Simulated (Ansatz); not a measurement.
Values for one crystal, relaxed and computed with r²SCAN (plane waves, PAW; program Ansatz); other levels are named.

* **Volume per atom**: 13.56 Å³
* **Electronic character**: metallic (no gap)
* **Mechanical stability**: stable (all eigenvalues of C positive)
* **Pressure derivative B′**: 4.8
* **Debye temperature from the elastic constants**: 556 K
* **Poisson's ratio**: 0.25
* **Hill bulk and shear moduli**: 334 and 199 GPa

Which of these materials gives this?
A. Ru, dhcp (α-La type)
B. Pt, fcc (Cu type)
C. Ce, fcc (Cu type)
D. Pb, fcc (Cu type)

A, Ru, dhcp (α-La type)

Space group P6_3/mmc (dhcp (α-La type)). The start of the workflow was typed in or built on a structure type. Its sites differ from those of the usual phase in this space group: another stacking or structure type. The cell was relaxed with r²SCAN under the symmetry of its start; its stability against distortions is not shown here. No spin polarisation was allowed. As this level gives no gap, shear constants depend on the k-mesh and smearing (Fermi–Dirac, 0.1 eV here). On the denser mesh and wider smearing of the elastic run this cell carries a stress of 0.7 GPa. Scalar-relativistic: spin–orbit coupling is off unless named, which matters more the heavier the elements.

Potentials: the earlier of the program's two PAW sets.
